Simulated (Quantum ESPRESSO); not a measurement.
# Si2PCN3: one run as intended and one with a planted mistake

Computed values, not a measurement. The program is pw.x of Quantum ESPRESSO 7.5 (plane-wave density functional theory). The cell is made up: 7 atoms on a zincblende/diamond lattice with one site empty, with randomly drawn elements, strain and displacements, not relaxed. PseudoDojo standard norm-conserving files (v0.5 for PBE, v0.4.1 for LDA and PBEsol) set the functional; there is no spin polarisation, spin-orbit coupling or dispersion term, and the masses in the input are unused placeholders.

Intended input:

```
&control calculation='scf', pseudo_dir='./dojo.nc.sr.pbe.v0_5.standard.upf', outdir='./o', disk_io='medium', tprnfor=.true., tstress=.true. /
&system ibrav=0, nat=7, ntyp=4, nbnd=22, ecutwfc=84.00895049, nosym=.true., tot_charge=0,
 occupations='smearing', smearing='fd', degauss=0.0018374661
/
&electrons conv_thr=7.350e-09, electron_maxstep=60, /
ATOMIC_SPECIES
C 1.0 C.upf
N 1.0 N.upf
P 1.0 P.upf
Si 1.0 Si.upf
CELL_PARAMETERS angstrom
4.0778 0.0298 0.0188
0.0298 4.0698 -0.0395
0.0188 -0.0395 4.2128
ATOMIC_POSITIONS angstrom
Si 0.0475 -0.0435 0.0333
Si 0.0249 1.913 1.9614
P 2.029 1.9579 -0.0984
C 1.1288 1.1259 1.056
N 1.0637 2.9698 3.1739
N 3.0522 1.0607 3.2131
N 3.0901 3.0152 0.9051
K_POINTS automatic
4 4 4 1 1 1
```

The log is shortened where brackets say so; the opening notice, blank lines, dates and the lines on written files are dropped, and the path of the files is cut. It prints rydbergs, bohrs and kilobars, and counts compression as positive stress. Where no state is partly filled, the Fermi energy that it prints is only some level between the filled and the empty states on the mesh, and need not lie in the true gap.

Log of the intended run:

```
     Program PWSCF v.7.5
     Parallel version (MPI & OpenMP), running on       1 processor cores
     Number of MPI processes:                 1
     Threads/MPI process:                     1
     [start-up lines left out]
     bravais-lattice index     =            0
     lattice parameter (alat)  =       7.7062  a.u.
     unit-cell volume          =     471.7310 (a.u.)^3
     number of atoms/cell      =            7
     number of atomic types    =            4
     number of electrons       =        32.00
     number of Kohn-Sham states=           22
     kinetic-energy cutoff     =      84.0090  Ry
     charge density cutoff     =     336.0358  Ry
     scf convergence threshold =      7.3E-09
     mixing beta               =       0.7000
     number of iterations used =            8  plain     mixing
     Exchange-correlation= PBE
                           (   1   4   3   4   0   0   0)
     [axes and pseudopotential details left out]
   Cartesian axes
     site n.     atom                  positions (alat units)
         1        Si     tau(   1) = (   0.0116480  -0.0106671   0.0081659  )
         2        Si     tau(   2) = (   0.0061060   0.4691080   0.4809767  )
         3        P      tau(   3) = (   0.4975536   0.4801184  -0.0241298  )
         4        C      tau(   4) = (   0.2768056   0.2760945   0.2589535  )
         5        N      tau(   5) = (   0.2608417   0.7282577   0.7783073  )
         6        N      tau(   6) = (   0.7484639   0.2601060   0.7879200  )
         7        N      tau(   7) = (   0.7577578   0.7393907   0.2219496  )
     number of k points=    32  Fermi-Dirac smearing, width (Ry)=  0.0018
                       cart. coord. in units 2pi/alat
        k(    1) = (   0.1235266   0.1255263   0.1216246), wk =   0.0625000
        k(    2) = (   0.1223936   0.1278836   0.3636495), wk =   0.0625000
     [further k points left out]
     Dense  grid:    49095 G-vectors     FFT dimensions: (  45,  45,  48)
     Estimated max dynamical RAM per process >      55.93 MB
     Initial potential from superposition of free atoms
     starting charge      31.9986, renormalised to      32.0000
     Starting wfcs are   28 randomized atomic wfcs
     total cpu time spent up to now is        5.2 secs
     per-process dynamical memory:    43.3 Mb
     Self-consistent Calculation
     iteration #  1     ecut=    84.01 Ry     beta= 0.70
     Davidson diagonalization with overlap
     ethr =  1.00E-02,  avg # of iterations =  3.4
     total cpu time spent up to now is       14.7 secs
     total energy              =    -104.38553587 Ry
     estimated scf accuracy    <       1.86767024 Ry
     iteration #  2     ecut=    84.01 Ry     beta= 0.70
     Davidson diagonalization with overlap
     ethr =  5.84E-03,  avg # of iterations =  2.0
     total cpu time spent up to now is       22.4 secs
     total energy              =    -104.94185191 Ry
     estimated scf accuracy    <       1.01129899 Ry
     [iterations 3 to 10 left out]
     iteration # 11     ecut=    84.01 Ry     beta= 0.70
     Davidson diagonalization with overlap
     ethr =  1.05E-10,  avg # of iterations =  3.7
     total cpu time spent up to now is       89.6 secs
     total energy              =    -105.12281562 Ry
     estimated scf accuracy    <       0.00000003 Ry
     iteration # 12     ecut=    84.01 Ry     beta= 0.70
     Davidson diagonalization with overlap
     ethr =  9.54E-11,  avg # of iterations =  2.0
     total cpu time spent up to now is       94.4 secs
     End of self-consistent calculation
     [lines on levels left out]
     the Fermi energy is    10.6043 ev
!    total energy              =    -105.12281562 Ry
     estimated scf accuracy    <          3.3E-09 Ry
     smearing contrib. (-TS)   =      -0.00000000 Ry
     internal energy E=F+TS    =    -105.12281562 Ry
     The total energy is F=E-TS. E is the sum of the following terms:
     one-electron contribution =       2.50925946 Ry
     hartree contribution      =      19.49400473 Ry
     xc contribution           =     -33.69473684 Ry
     ewald contribution        =     -93.43134297 Ry
     convergence has been achieved in  12 iterations
     Forces acting on atoms (cartesian axes, Ry/au):
     atom    1 type  4   force =    -0.00424561    0.03530555   -0.01030131
     atom    2 type  4   force =    -0.11365707    0.14696818    0.14809356
     atom    3 type  3   force =    -0.00378490    0.11550172    0.07215590
     atom    4 type  1   force =     0.06036418   -0.16233352   -0.14003181
     atom    5 type  2   force =    -0.00872310   -0.04818818   -0.02414570
     atom    6 type  2   force =     0.08603554   -0.04429487   -0.04978338
     atom    7 type  2   force =    -0.01598904   -0.04295888    0.00401274
     Total force =     0.378057     Total SCF correction =     0.000058
     Computing stress (Cartesian axis) and pressure
          total   stress  (Ry/bohr**3)                   (kbar)     P=       54.31
   0.00014952  -0.00065668  -0.00108208           22.00      -96.60     -159.18
  -0.00065668   0.00064088   0.00061744          -96.60       94.28       90.83
  -0.00108208   0.00061744   0.00031714         -159.18       90.83       46.65
     init_run     :      4.93s CPU      5.04s WALL (       1 calls)
     electrons    :     84.70s CPU     89.23s WALL (       1 calls)
     forces       :      0.98s CPU      1.01s WALL (       1 calls)
     stress       :      3.96s CPU      4.00s WALL (       1 calls)
     [timing details left out]
     PWSCF        :   1m34.76s CPU   1m39.52s WALL
     JOB DONE.
```

A second run has one planted mistake: the k-point mesh is too coarse. The input lines that differ, file-writing options aside:

```
- 4 4 4 1 1 1
+ 2 2 2 1 1 1
```

Its log:

```
     Program PWSCF v.7.5
     Parallel version (MPI & OpenMP), running on       1 processor cores
     Number of MPI processes:                 1
     Threads/MPI process:                     1
     [start-up lines left out]
     bravais-lattice index     =            0
     lattice parameter (alat)  =       7.7062  a.u.
     unit-cell volume          =     471.7310 (a.u.)^3
     number of atoms/cell      =            7
     number of atomic types    =            4
     number of electrons       =        32.00
     number of Kohn-Sham states=           22
     kinetic-energy cutoff     =      84.0090  Ry
     charge density cutoff     =     336.0358  Ry
     scf convergence threshold =      7.3E-09
     mixing beta               =       0.7000
     number of iterations used =            8  plain     mixing
     Exchange-correlation= PBE
                           (   1   4   3   4   0   0   0)
     [axes and pseudopotential details left out]
   Cartesian axes
     site n.     atom                  positions (alat units)
         1        Si     tau(   1) = (   0.0116480  -0.0106671   0.0081659  )
         2        Si     tau(   2) = (   0.0061060   0.4691080   0.4809767  )
         3        P      tau(   3) = (   0.4975536   0.4801184  -0.0241298  )
         4        C      tau(   4) = (   0.2768056   0.2760945   0.2589535  )
         5        N      tau(   5) = (   0.2608417   0.7282577   0.7783073  )
         6        N      tau(   6) = (   0.7484639   0.2601060   0.7879200  )
         7        N      tau(   7) = (   0.7577578   0.7393907   0.2219496  )
     number of k points=     4  Fermi-Dirac smearing, width (Ry)=  0.0018
                       cart. coord. in units 2pi/alat
        k(    1) = (   0.2470532   0.2510527   0.2432492), wk =   0.5000000
        k(    2) = (   0.2493193   0.2463381  -0.2408006), wk =   0.5000000
     [further k points left out]
     Dense  grid:    49095 G-vectors     FFT dimensions: (  45,  45,  48)
     Estimated max dynamical RAM per process >      55.93 MB
     Initial potential from superposition of free atoms
     starting charge      31.9986, renormalised to      32.0000
     Starting wfcs are   28 randomized atomic wfcs
     total cpu time spent up to now is        1.6 secs
     per-process dynamical memory:    42.5 Mb
     Self-consistent Calculation
     iteration #  1     ecut=    84.01 Ry     beta= 0.70
     Davidson diagonalization with overlap
     ethr =  1.00E-02,  avg # of iterations =  4.0
     total cpu time spent up to now is        2.9 secs
     total energy              =    -104.36119629 Ry
     estimated scf accuracy    <       1.89313867 Ry
     iteration #  2     ecut=    84.01 Ry     beta= 0.70
     Davidson diagonalization with overlap
     ethr =  5.92E-03,  avg # of iterations =  2.0
     total cpu time spent up to now is        3.8 secs
     total energy              =    -104.93716172 Ry
     estimated scf accuracy    <       0.96900126 Ry
     [iterations 3 to 10 left out]
     iteration # 11     ecut=    84.01 Ry     beta= 0.70
     Davidson diagonalization with overlap
     ethr =  1.02E-10,  avg # of iterations =  3.0
     total cpu time spent up to now is       14.8 secs
     total energy              =    -105.10562592 Ry
     estimated scf accuracy    <       0.00000002 Ry
     iteration # 12     ecut=    84.01 Ry     beta= 0.70
     Davidson diagonalization with overlap
     ethr =  6.16E-11,  avg # of iterations =  2.0
     total cpu time spent up to now is       15.7 secs
     End of self-consistent calculation
     [lines on levels left out]
     the Fermi energy is    10.9179 ev
!    total energy              =    -105.10562592 Ry
     estimated scf accuracy    <          1.1E-09 Ry
     smearing contrib. (-TS)   =       0.00000000 Ry
     internal energy E=F+TS    =    -105.10562592 Ry
     The total energy is F=E-TS. E is the sum of the following terms:
     one-electron contribution =       2.46707678 Ry
     hartree contribution      =      19.57435263 Ry
     xc contribution           =     -33.71571237 Ry
     ewald contribution        =     -93.43134297 Ry
     convergence has been achieved in  12 iterations
     Forces acting on atoms (cartesian axes, Ry/au):
     atom    1 type  4   force =    -0.00617831    0.03183508   -0.01227110
     atom    2 type  4   force =    -0.11205264    0.14878222    0.14803460
     atom    3 type  3   force =    -0.00204810    0.11813950    0.07205476
     atom    4 type  1   force =     0.05524213   -0.15348272   -0.14535537
     atom    5 type  2   force =    -0.01137110   -0.05576953   -0.01656206
     atom    6 type  2   force =     0.08644450   -0.03863282   -0.04314063
     atom    7 type  2   force =    -0.01003647   -0.05087173   -0.00276020
     Total force =     0.376477     Total SCF correction =     0.000029
     Computing stress (Cartesian axis) and pressure
          total   stress  (Ry/bohr**3)                   (kbar)     P=       57.61
   0.00018787  -0.00065716  -0.00103422           27.64      -96.67     -152.14
  -0.00065716   0.00064980   0.00060177          -96.67       95.59       88.52
  -0.00103422   0.00060177   0.00033725         -152.14       88.52       49.61
     init_run     :      1.47s CPU      1.53s WALL (       1 calls)
     electrons    :     12.79s CPU     14.06s WALL (       1 calls)
     forces       :      0.24s CPU      0.26s WALL (       1 calls)
     stress       :      0.84s CPU      0.87s WALL (       1 calls)
     [timing details left out]
     PWSCF        :     15.44s CPU     16.85s WALL
     JOB DONE.
```

|  | intended run | run with the mistake |
| --- | --- | --- |
| free energy (eV) | -1430.269 | -1430.035 |
| smearing term -TS (eV) | 0.0000 | 0.0000 |
| pressure (GPa) | 5.43 | 5.76 |
| largest force component (eV/Å) | 4.174 | 3.946 |
| largest change of a force component (eV/Å) |  | 0.228 |
| iterations | 12 | 12 |

For scale, a rerun of the intended cell at 1437 eV and a 6 x 6 x 6 mesh moved values by no more than 0.002 eV in energy, 0.02 GPa in stress and 0.005 eV/Å in force.